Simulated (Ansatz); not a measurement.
The numbers come from plane-wave PAW DFT (Ansatz): PBE, no spin polarisation, 420 eV, 9×9×6 Γ-centred k points, fermi-dirac occupations (width 0.026 eV). Nothing was relaxed.

Computed maps in the lattice plane spanned by a (left to right, 3.66 Å, 11 points from zero) and b (bottom to top, 3.66 Å, 11 points from zero), 90° apart, at height 0.000 along c. The fields are smooth PAW ones with compensation charges, not the true ones near nuclei.

Valence density. Digits on a logarithmic scale: 0 up to 0.03 e/Å³, each further digit a factor of 1.6, 9 from 1.3 e/Å³ up:
```
99965555699
99765555679
66666776666
55569999655
55579999755
55579999755
55569999655
66666776666
99765555679
99965555699
99965555699
```

**Question.** The cell is LiGaFe. Which atoms lie within 0.2 Å of this plane, and where (fractions of a and b)?

**Answer.** Fe at (0.00, 0.00), Fe at (0.50, 0.50). The whole cell:
```
Fe Li Ga
1.0
     3.66028    0.00000    0.00000
     0.00000    3.66028    0.00000
     0.00000    0.00000    6.15443
Fe Li Ga
2 2 2
Direct
  0.00000 0.00000 0.00000
  0.50000 0.50000 0.00000
  0.50000 0.00000 0.76000
  0.00000 0.50000 0.24000
  0.50000 0.00000 0.24000
  0.00000 0.50000 0.76000
```

Origin: a known structure type with other elements, at an estimated volume, so it need not be a known compound. Caveats: no spin polarisation, so a magnetic state may lie lower; atoms or cell far from equilibrium.
